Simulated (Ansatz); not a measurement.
Theory: DFT PBE, scalar-relativistic, plane waves, PAW (Ansatz 0.2.0). All cells share a 420 eV cutoff and Γ-centred k meshes spaced at most about 0.3 Å⁻¹ (about 0.25 or finer for metals, 2π included). No spin polarisation in the final relaxations.

All energies are static (0 K, no zero-point motion).

Two relaxed structures of GaAg₂P:

A. Space group P4/mmm (No. 123), tetragonal, a = 5.097 Å, c = 2.865 Å. Ga is surrounded by 2 Ga at 2.87 Å and 8 Ag at 2.92 Å; Ag is surrounded by 2 P at 2.55 Å, 2 Ag at 2.87 Å and 4 Ga at 2.92 Å; P is surrounded by 4 Ag at 2.55 Å and 2 P at 2.87 Å.

B. Space group Cmmm (No. 65), orthorhombic, a = 5.901 Å, b = 8.267 Å, c = 6.116 Å. Around Ga on its first site lie 8 Ag at 2.98 Å, 2 Ga at 3.06 Å and 4 P at 3.15 Å; Ga on its second site has 8 Ag at 2.95 Å, 2 Ga at 3.06 Å and 4 P at 3.54 Å; Ag is surrounded by 2 P at 2.58 Å, 4 Ga at 2.95–2.98 Å and 4 Ag at 2.95–3.13 Å; P is surrounded by 1 P at 2.22 Å, 4 Ag at 2.58 Å, 2 Ga at 3.15 Å and 2 Ga at 3.54 Å.

Question: Which form is favoured at zero pressure, and by what margin per atom?

Answer: B is lower, by 142 meV/atom. A has space group P4/mmm (No. 123), 18.6 Å³/atom and no gap on its mesh; B has space group Cmmm (No. 65), 18.6 Å³/atom and no gap. B holds P–P pairs (shortest 2.22 Å); in A the shortest P–P distance is 2.87 Å. Even the lower one lies +0.08 eV/atom against the reference forms of the elements (uncorrected), so neither is stable at this level. Both come from invented guesses.

Cells relaxed within their symmetry can be saddle points. The Cmmm cell of GaAg2P came from shaking the P4/mmm one.
